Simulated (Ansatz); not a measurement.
Values for one crystal, relaxed and computed with PBEsol (plane waves, PAW; program Ansatz); other levels are named.

- Volume per atom: 11.64 Å³
- Electronic character: metallic (no gap)
- Hill bulk and shear moduli: 273 and 110 GPa
- Debye temperature from the elastic constants: 485 K
- Poisson's ratio: 0.32
- Highest zone-centre frequency: 688 cm⁻¹
- Bulk modulus (Birch–Murnaghan fit): 272 GPa

Which compound is it?
A. Ta2C, P-3m1 (Ta on 2d, C on 1a)
B. Ag2PdO2, Immm (Pd on 2a, O on 4j, Ag on 4i)
C. TaP, I4_1md (Ta on 4a, P on 4a)
D. TaO2, rutile

D, TaO2, rutile

Space group P4_2/mnm (rutile). The workflow started from a Materials Project entry (that database holds measured and hypothetical structures alike); the Crystallography Open Database copy checked does not list it. Whether it is the stable phase at ambient conditions was not checked. The PBEsol relaxation kept the symmetry of its start; of distortions, only those at the zone centre were tested. No spin polarisation was allowed. As this level gives no gap, shear constants depend on the k-mesh and smearing (Fermi–Dirac, 0.1 eV here). As this level gives no gap, phonon frequencies hold no LO–TO term and depend on the k-mesh and smearing (Fermi–Dirac, 0.1 eV here). On the denser mesh and wider smearing of the elastic run this cell carries a stress of 0.5 GPa. Scalar-relativistic: spin–orbit coupling is off unless named, which matters more the heavier the elements.

Potentials: the later of the program's two PAW sets.
